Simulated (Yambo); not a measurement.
Yambo run on LiO₂H₃ (space group P-1, No. 2, within 0.06 Å of C2/m). The wavefunctions come from this Quantum ESPRESSO step (LDA, PseudoDojo standard norm-conserving files, scalar-relativistic):

```
&CONTROL
  calculation = 'nscf'
  pseudo_dir = './pseudo'
  outdir = './out'
/
&SYSTEM
  ibrav = 0
  nat = 12
  ntyp = 3
  ecutwfc = 84.0
  ecutrho = 336.0
  occupations = 'fixed'
  force_symmorphic = .true.
  nbnd = 165
/
&ELECTRONS
  conv_thr = 1.2000000000000002e-08
  diago_full_acc = .true.
  diago_thr_init = 1e-08
/
ATOMIC_SPECIES
H 1.0080 H.upf
Li 6.9400 Li.upf
O 15.9990 O.upf
CELL_PARAMETERS angstrom
  3.127930000000   0.000000000000   0.000000000000
 -1.260018000000   5.354833000000   0.000000000000
 -1.298563000000  -0.912274000000   5.275333000000
ATOMIC_POSITIONS crystal
H   0.640210000000   0.482150000000   0.244660000000
H   0.359790000000   0.517850000000   0.755340000000
H   0.357700000000   0.255870000000   0.016830000000
H   0.642300000000   0.744130000000   0.983170000000
H   0.182570000000   0.764270000000   0.268600000000
H   0.817430000000   0.235730000000   0.731400000000
Li   0.000950000000   0.152200000000   0.346180000000
Li   0.999050000000   0.847800000000   0.653820000000
O   0.498810000000   0.293630000000   0.205650000000
O   0.501190000000   0.706370000000   0.794350000000
O   0.891320000000   0.785080000000   0.286650000000
O   0.108680000000   0.214920000000   0.713350000000
K_POINTS automatic
4 2 2 0 0 0
```

Yambo input:

```
rim_cut
gw0
dyson
el_el_corr
HF_and_locXC
ppa
em1d
RandQpts= 1000000
RandGvec= 1 Ry
EXXRLvcs= 84 Ry
VXCRLvcs= 336 Ry
Chimod= "HARTREE"
% BndsRnXp
 3 | 164 |
%
NGsBlkXp= 8 Ry
% LongDrXp
 1.0 | 1.0 | 1.0 |
%
PPAPntXp= 27.2114 eV
% GbndRnge
 1 | 164 |
%
GTermKind= "BG"
DysSolver= "n"
ExtendOut
% QPkrange
 1 | 1 | 18 | 19 |
 12 | 12 | 18 | 19 |
%
```

k points by index: 1 = Γ, 12 = (-0.5, -0.5, -0.5).

Resulting energies as the program prints them:

```
#    K-point    Band    Eo [eV]    E [eV]    E-Eo [eV]    Vxc [eV]    Vnlxc [eV]    Sc|Eo [eV]    Sc|E [eV]    dSc/dw|Eo [eV]    Re(Z)    Im(Z)
#
    1    18    -0.205435    -1.953306    -1.747871    -19.31291    -25.13660    3.671271    4.075818    -6.297685    0.812059    -0.001145
    1    19    4.781116    6.208069    1.426954    -10.52738    -5.861715    -3.029359    -3.238707    -3.991946    0.872066    -0.785413E-3
    12    18    0.000000    -1.745123    -1.745123    -19.56538    -25.41772    3.704161    4.107214    -6.284311    0.812383    -0.001118
    12    19    7.793921    9.453849    1.659928    -10.12805    -4.920544    -3.303270    -3.547573    -4.004669    0.871710    -0.879593E-3
```
(The two width columns are left out.) Convergence of these settings isn't established.

Geometry of the Materials Project entry, not relaxed at this level.

The structure is a Materials Project entry; no match was found in the copy of COD used, and its stability was not checked.

The distance between layers or molecules is the database entry's, not relaxed here. Functionals without dispersion can leave it too large, which widens gaps and weakens the response across layers: the numbers belong to this cell.
